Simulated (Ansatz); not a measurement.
Vibrations of KI (Fm-3m) by finite displacements

```xyz
2
Lattice="0.0000 3.4115 3.4115 3.4115 0.0000 3.4115 3.4115 3.4115 0.0000" Properties=species:S:1:pos:R:3 pbc="T T T"
K     0.0000    0.0000    0.0000
I     3.4115    3.4115    3.4115
```

Unless marked otherwise, the numbers come from LDA, all-electron LAPW in Ansatz 0.2.0, scalar-relativistic. k mesh 6×6×6, fixed occupations, basis error target 0.5 meV/atom. The cell was relaxed by PAW under this functional, which moved its volume by -10 % from the database entry's.

Atoms are displaced by 0.01 Å in the smallest supercells that hold the wave vectors of a 2×2×2 mesh. Negative values stand for unstable modes. The zone centre has no LO-TO term.

Problem. What are the phonon energies at the solved wave vectors, in cm⁻¹?

Solution. 

```
                q  point                        modes (cm⁻¹)
0.000 0.000 0.000  Gamma                          114.3 (×3)
0.500 0.000 0.000      L  58.5 (×2), 70.0, 102.3 (×2), 138.5
0.500 0.500 0.000      X  27.8 (×2), 47.3, 118.1 (×2), 123.5
```

Problem. Is the structure dynamically stable at these wave vectors?

Solution. Yes, no mode is unstable there; wave vectors off this mesh aren't tested.

Problem. How do the optical zone-centre modes decompose, and which are active?

Solution. Point group m-3m: Γ_opt = T1u.

```json
{"label": "T1u", "cm⁻¹": "114.3", "activity": "IR", "mostly": "K (76 %)"}
```

Problem. How well do frozen-core PAW files reproduce these all-electron values?

Solution. With a cutoff of 420 eV and displacements of 0.0025 Å, the r.m.s. difference over the modes is 0.1 cm⁻¹; the largest difference is 118.0 (PAW) against 118.1 cm⁻¹ (LAPW).

Problem. The cell is scaled evenly to 77.024 and 81.789 Å³ (from 79.407), with free atoms relaxed and the shape held. What are the mode Grüneisen parameters γ = −d ln ω/d ln V?

Solution. For the highest mode, 144.4 cm⁻¹ in the small cell and 133.1 in the large one give γ ≈ 1.36. From the change of the dynamical matrix on each mode:

| point | cm⁻¹ | γ |
| --- | --- | --- |
| Gamma | 114.3 | 2.29 |
| L | 58.5 | 2.19 |
| L | 70.0 | 1.53 |
| L | 102.3 | 2.22 |
| L | 138.5 | 1.37 |
| X | 27.8 | -1.40 |
| X | 47.3 | -0.78 |
| X | 118.1 | 2.36 |
| X | 123.5 | 2.38 |

Weighted by the modes' heat capacities at 300 K, the mean on this mesh is 1.42; it moves with the q mesh, and a coarse one overweights the zone boundary. Rows under −0.05 (2 here) are modes that soften under compression and pull towards negative thermal expansion.

Problem. Linear response on PAW files adds the field. What are the dielectric tensor, the Born charges and the LO shift?

Solution. ε∞ = (3.12, 3.12, 3.12) along x, y, z with local fields. Born charges (xx, yy, zz): K1 (1.11, 1.11, 1.11); I2 (-1.11, -1.11, -1.11). The highest zone-centre mode lies at 114.2 cm⁻¹ without the macroscopic field and at 145.6 cm⁻¹ with it, for q along x. Lyddane-Sachs-Teller then gives ε₀ = ε∞ (ω_LO/ω_TO)² = 5.06. With the ions free to follow the field, the program's ε₀ is (5.06, 5.06, 5.06).

Caveats: the frozen-core PAW files of the compared runs were fitted under PBE, their cores solved anew for this functional; semilocal gaps are low, and ε∞ tends to come out large.
